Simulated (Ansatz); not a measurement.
BiPd (NiAs type, space group No. 194), plane-wave PAW LDA (Ansatz code), all energies at zero smearing, with the estimated change up to a 700 eV cutoff added, with one set of potentials and settings (totals compare only within such a set). Cell of 4 atoms (2 Bi, 2 Pd): -37862.222 eV.

```tsv
element	reference phase	E (eV/atom)
Bi	R-3m, 2 atoms in the cell	-12085.8651
Pd	Fm-3m, 1 atoms in the cell	-6844.5892
```

Formation energy per atom, worked out: (-37862.222 − 2×(-12085.8651) − 2×(-6844.5892))/4 = -0.328 eV/atom (-32 kJ per mol of atoms), at 0 K, without zero-point energy or fitted corrections.

Space group P6_3/mmc (NiAs type). The workflow started from a Materials Project entry (that database holds measured and hypothetical structures alike); the Crystallography Open Database files this formula in space group No. 194, but the cells were not matched. Whether it is the stable phase at ambient conditions was not checked. Symmetry was held in the LDA relaxation; of distortions, only those at the zone centre were tested. No spin polarisation was allowed. The references are the lowest solids computed at this level, not always the standard phases. Spin–orbit coupling is left out wherever it is not named.

Potentials: the later of the program's two PAW sets.
